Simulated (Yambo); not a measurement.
MgS (zinc blende, space group F-43m, No. 216): a test of whether the lowest BSE state is resolved, against the k mesh (Yambo, LDA bands; otherwise 3 valence and 4 conduction bands, static screening with 24 bands and a 4 Ry block, scissor 2.00 eV, Tamm-Dancoff).

```tsv
k mesh	direct gap (eV)	lowest state (eV)	difference (eV)	k points taking part	rough cost
4×4×4	5.35	4.74	0.61	1.1	about 1/30
6×6×6	5.35	4.90	0.45	1.1	about 1/8
8×8×8	5.35	5.00	0.35	1.1	about 1/2
10×10×10	5.35	5.06	0.29	1.2	1
```

The last step moves the difference by 0.06 eV. Even the densest mesh doesn't resolve the state: none of these energies is a result, and the difference is no binding energy.

These are vertical excitations (zero momentum). The scissor comes from a G0W0 run whose convergence isn't established; costs are rough.

Geometry relaxed with LDA; primitive cell a = 3.9571 Å, b = 3.9571 Å, c = 3.9571 Å, α = 60.00°, β = 60.00°, γ = 60.00°.

This is not the ordinary phase of the substance; no match was found in the copy of COD used, and its stability was not checked.
